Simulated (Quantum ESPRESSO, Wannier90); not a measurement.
Wannier functions of NbP (I4₁md)

Materials Project entry mp-9339; symmetrised, unrelaxed at this level. Not found in the COD (Crystallography Open Database) copy used, which has the formula in other groups; not checked further. Method: LDA plane waves in Quantum ESPRESSO 7.5 (PseudoDojo norm-conserving files, 66 Ry, no spin polarisation, no spin-orbit coupling), Bloch states on a 6×6×6 mesh through Γ, Wannier90 4.0.1. Density: 10×10×10 mesh, cold smearing 0.01 Ry.

On the energy scale of pw.x, whose zero is arbitrary, the Fermi level lies at 14.69 eV.

Input w.win:

```
num_bands = 2
num_wann = 2
exclude_bands = 3-48
num_iter = 1000
conv_tol = 1.0e-6
conv_window = 4
write_hr = true
write_u_matrices = true
auto_projections = true
begin unit_cell_cart
ang
    0.0000000000   -3.3498500000    0.0000000000
    3.3498500000    0.0000000000    0.0000000000
   -1.6749250000    1.6749250000    5.7401100000
end unit_cell_cart
begin atoms_frac
Nb   0.4998800000  0.4998800000 -0.0002400000
Nb   0.2498800000 -0.2501200000  0.4997600000
P    0.0827500000  0.0827500000  0.1655000000
P   -0.1672500000  0.3327500000 -0.3345000000
end atoms_frac
mp_grid = 6 6 6
begin kpoints
0.0000000000 0.0000000000 0.0000000000
0.0000000000 0.0000000000 0.1666666667
0.0000000000 0.0000000000 0.3333333333
... (213 more lines: the 6x6x6 mesh through Gamma)
end kpoints
```

Input of pw2wannier90.x that gives the overlap and projection files (equivalent; here they were cut from one run over all bands):

```
&inputpp
  outdir = './out'
  prefix = 'pwscf'
  seedname = 'w'
  write_amn = .true.
  write_mmn = .true.
  atom_proj = .true.
  atom_proj_exclude = 2 3 4 5 6 7 8 9 10 12 13 14 15 16 17 18 19 20 21 22 23 24 25 26 27 28
/
```

Output w.wout (banner and timings cut):

```
                                    ------
                                    SYSTEM
                                    ------

                              Lattice Vectors (Ang)
                    a_1     0.000000  -3.349850   0.000000
                    a_2     3.349850   0.000000   0.000000
                    a_3    -1.674925   1.674925   5.740110

                   Unit Cell Volume:      64.41262  (Ang^3)

                        Reciprocal-Space Vectors (Ang^-1)
                    b_1     0.000000  -1.875662   0.547305
                    b_2     1.875662   0.000000   0.547305
                    b_3    -0.000000   0.000000   1.094611

 *----------------------------------------------------------------------------*
 |   Site       Fractional Coordinate          Cartesian Coordinate (Ang)     |
 +----------------------------------------------------------------------------+
 | nb   1   0.49988   0.49988  -0.00024   |    1.67492  -1.67492  -0.00138    |
 | nb   2   0.24988  -0.25012   0.49976   |   -1.67492   0.00000   2.86868    |
 | p    1   0.08275   0.08275   0.16550   |    0.00000   0.00000   0.94999    |
 | p    2  -0.16725   0.33275  -0.33450   |    1.67492   0.00000  -1.92007    |
 *----------------------------------------------------------------------------*
                                ------------
                                K-POINT GRID
                                ------------

             Grid size =  6 x  6 x  6      Total points =  216

 *---------------------------------- MAIN ------------------------------------*
 |  Number of Wannier Functions               :                 2             |
 |  Number of Objective Wannier Functions     :                 2             |
 |  Number of input Bloch states              :                 2             |
 |  Output verbosity (1=low, 5=high)          :                 1             |
 |  Timing Level (1=low, 5=high)              :                 1             |
 |  Optimisation (0=memory, 3=speed)          :                 3             |
 |  Length Unit                               :               Ang             |
 |  Post-processing setup (write *.nnkp)      :                 F             |
 |  Using Gamma-only branch of algorithms     :                 F             |
 *----------------------------------------------------------------------------*
 *------------------------------- WANNIERISE ---------------------------------*
 |  Total number of iterations                :              1000             |
 |  Number of CG steps before reset           :                 5             |
 |  Trial step length for line search         :             2.000             |
 |  Convergence tolerence                     :         0.100E-05             |
 |  Convergence window                        :                 4             |
 |  Iterations between writing output         :                 1             |
 |  Iterations between backing up to disk     :               100             |
 |  Write r^2_nm to file                      :                 F             |
 |  Write xyz WF centres to file              :                 F             |
 |  Write on-site energies <0n|H|0n> to file  :                 F             |
 |  Use guiding centre to control phases      :                 F             |
 |  Use phases for initial projections        :                 F             |
 *----------------------------------------------------------------------------*
 *-------------------------------- PLOTTING ----------------------------------*
 |  Plotting Hamiltonian in WF basis          :                 T             |
 *----------------------------------------------------------------------------*

 *---------------------------------- K-MESH ----------------------------------*
 +----------------------------------------------------------------------------+
 |                    Distance to Nearest-Neighbour Shells                    |
 |                    ------------------------------------                    |
 |          Shell             Distance (Ang^-1)          Multiplicity         |
 |          -----             -----------------          ------------         |
 |             1                   0.182435                      2            |
 |             2                   0.325647                      8            |
 |             3                   0.364870                      2            |
 |             4                   0.415465                      8            |
 |             5                   0.442098                      4            |
 |             6                   0.478260                      8            |
 |             7                   0.547305                      2            |
 |             8                   0.552939                      8            |
       ... (lines left out)
 +----------------------------------------------------------------------------+
 | The b-vectors are chosen automatically                                     |
 | The following shells are used:                       1,  2                 |
 +----------------------------------------------------------------------------+
 |                        Shell   # Nearest-Neighbours                        |
 |                        -----   --------------------                        |
 |                          1               2                                 |
 |                          2               8                                 |
 +----------------------------------------------------------------------------+
 | Completeness relation is fully satisfied [Eq. (B1), PRB 56, 12847 (1997)]  |
 +----------------------------------------------------------------------------+
 |                  b_k Vectors (Ang^-1) and Weights (Ang^2)                  |
 |                  ----------------------------------------                  |
 |            No.         b_k(x)      b_k(y)      b_k(z)        w_b           |
 |            ---        --------------------------------     --------        |
 |             1         0.000000    0.000000    0.182435    12.464686        |
 |             2         0.000000    0.000000   -0.182435    12.464686        |
 |             3         0.312610    0.000000    0.091218     2.558194        |
 |             4         0.000000   -0.312610    0.091218     2.558194        |
 |             5         0.312610    0.000000   -0.091218     2.558194        |
 |             6         0.000000   -0.312610   -0.091218     2.558194        |
 |             7        -0.312610    0.000000   -0.091218     2.558194        |
 |             8        -0.312610    0.000000    0.091218     2.558194        |
 |             9         0.000000    0.312610   -0.091218     2.558194        |
 |            10         0.000000    0.312610    0.091218     2.558194        |
 +----------------------------------------------------------------------------+
 |                           b_k Directions (Ang^-1)                          |
 |                           -----------------------                          |
 |            No.           x           y           z                         |
 |            ---        --------------------------------                     |
 |             1         0.000000    0.000000    0.182435                     |
 |             2         0.312610    0.000000    0.091218                     |
 |             3         0.000000   -0.312610    0.091218                     |
 |             4         0.312610    0.000000   -0.091218                     |
 |             5         0.000000   -0.312610   -0.091218                     |
 +----------------------------------------------------------------------------+

 Starting a new Wannier90 calculation ...

 Reading overlaps from w.mmn

 Reading projections from w.amn

 *------------------------------- WANNIERISE ---------------------------------*
 +--------------------------------------------------------------------+<-- CONV
 | Iter  Delta Spread     RMS Gradient      Spread (Ang^2)            |<-- CONV
 +--------------------------------------------------------------------+<-- CONV

 ------------------------------------------------------------------------------
 Initial State
  WF centre and spread    1  (  1.674925, -1.674925, -0.001457 )     0.42694917
  WF centre and spread    2  ( -1.674925, -0.000000,  2.868598 )     0.42694917
  Sum of centres and spreads ( -0.000000, -1.674925,  2.867142 )     0.85389835

      0     0.854E+00     0.0000000000        0.8538983392  <-- CONV
        O_D=      0.0000000 O_OD=      0.0000001 O_TOT=      0.8538983 <-- SPRD
 ------------------------------------------------------------------------------
      1    -0.777E-15     0.0000002418        0.8538983392  <-- CONV
        O_D=      0.0000000 O_OD=      0.0000001 O_TOT=      0.8538983 <-- SPRD
      2    -0.122E-14     0.0000002415        0.8538983392  <-- CONV
        O_D=      0.0000000 O_OD=      0.0000001 O_TOT=      0.8538983 <-- SPRD
      3    -0.189E-14     0.0000002409        0.8538983392  <-- CONV
        O_D=      0.0000000 O_OD=      0.0000001 O_TOT=      0.8538983 <-- SPRD
      4    -0.255E-14     0.0000002400        0.8538983392  <-- CONV
        O_D=      0.0000000 O_OD=      0.0000001 O_TOT=      0.8538983 <-- SPRD
             <<<     Delta < 1.000E-06  over  4 iterations     >>>
             <<< Wannierisation convergence criteria satisfied >>>
 Final State
  WF centre and spread    1  (  1.674925, -1.674925, -0.001457 )     0.42694917
  WF centre and spread    2  ( -1.674925, -0.000000,  2.868598 )     0.42694917
  Sum of centres and spreads ( -0.000000, -1.674925,  2.867142 )     0.85389835

         Spreads (Ang^2)       Omega I      =     0.853898199
        ================       Omega D      =     0.000000001
                               Omega OD     =     0.000000139
    Final Spread (Ang^2)       Omega Total  =     0.853898339
```
